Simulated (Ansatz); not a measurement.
**Harmonic thermodynamics of Al₃Cu₂**

All numbers below come from DFT LDA, scalar-relativistic, plane waves, PAW (Ansatz). Cutoff 420 eV, 12×12×8 k-points (Γ-centred), Fermi-Dirac smearing of 0.15 eV. No spin polarisation. Phonons by linear response, acoustic sum rule imposed.

The cell, relaxed at this level:
```cif
data_structure
_symmetry_space_group_name_H-M 'P-3m1'
_symmetry_Int_Tables_number 164
_cell_length_a 4.0581
_cell_length_b 4.0581
_cell_length_c 4.9352
_cell_angle_alpha 90.000
_cell_angle_beta 90.000
_cell_angle_gamma 120.000
_cell_volume 70.39
loop_
_atom_site_label
_atom_site_type_symbol
_atom_site_symmetry_multiplicity
_atom_site_Wyckoff_symbol
_atom_site_fract_x
_atom_site_fract_y
_atom_site_fract_z
_atom_site_occupancy
Al1 Al 1 a 0.00000 0.00000 0.00000 1
Al2 Al 2 d 0.33333 0.66667 0.35108 1
Cu1 Cu 2 d 0.33333 0.66667 0.84202 1
```

In a metal, frequencies and elastic constants depend on the k mesh and the smearing, soft modes and shear constants most.

Force constants from linear response on a 3×3×2 q mesh, interpolated to a fine mesh.

Phonon density of states, in bins of 10 cm⁻¹:
```tsv
bin centre (cm⁻¹)	share of modes (%)
5	0.0
15	0.0
25	0.1
35	0.2
45	0.3
55	0.5
65	0.7
75	1.2
85	1.9
95	2.5
105	2.8
115	3.7
125	5.7
135	5.7
145	4.1
155	3.4
165	3.6
175	4.9
185	5.2
195	1.0
205	3.5
215	6.1
225	2.4
235	1.6
245	1.6
255	2.7
265	1.7
275	3.6
285	2.2
295	0.8
305	0.0
315	2.6
325	5.7
335	5.6
345	3.9
355	2.9
365	4.1
375	1.7
```

Q: How much zero-point energy does an atom carry?

A: 40.8 meV.

Q: How large are the vibrational entropy and heat capacity at 300 K?

A: S = 3.30 k_B and C_V = 2.71 k_B per atom, 90 % of the Dulong–Petit value.

Q: Tabulate them against temperature.

A:
```tsv
T (K)	F_vib (meV/atom)	S (k_B/atom)	C_V (k_B/atom)
100	38.3	0.88	1.49
200	24.6	2.25	2.41
300	0.4	3.30	2.71
400	-31.6	4.09	2.83
500	-69.7	4.73	2.89
600	-112.8	5.26	2.92
700	-160.1	5.71	2.94
800	-211.1	6.11	2.96
900	-265.3	6.46	2.96
1000	-322.3	6.77	2.97
```

Whether Al3Cu2 exists in this form wasn't checked.

Cost: 1 run of about 70 core-minutes, on Intel Xeon Processor @ 2.70GHz (shared hosts).